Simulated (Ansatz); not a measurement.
Ge$_{2}$Mo in space group Cmcm (No. 63; Ge on 4c, Ge on 4c, Mo on 4c) at seven volumes, PBE (plane waves, PAW; program Ansatz), shape and atoms relaxed at each. One row is withheld.

```csv
V (Å³/atom),P (GPa)
14.497,16.16
14.975,9.74
15.453,4.38
15.931,0.00
16.409,-3.23
16.887,-5.79
17.365,?
```

Problem. Fit the shown pressures and predict the withheld one.

Solution. P = (3/2)B₀(x^(7/2) − x^(5/2))[1 + (3/4)(B′ − 4)(x − 1)] with x = (V₀/V)^(2/3). Least squares on the six rows gives V₀ = 15.948 Å³/atom, B₀ = 124 GPa, B′ = 6.72. At V = 17.365, x = 0.9448 and P = -7.90 GPa. The run itself gave -7.67 GPa.

The cell is a constructed one: a structure type filled with these elements; neither database checked (COD, Materials Project) lists it. COD files the formula under space group No. 62, so this cell is another polymorph or a model. Whether it is the stable phase at ambient conditions was not checked. The PBE relaxation kept the symmetry of its start; whether a distortion lowers the energy is not shown. The run is not spin-polarised.

Potentials: the later of the program's two PAW sets.
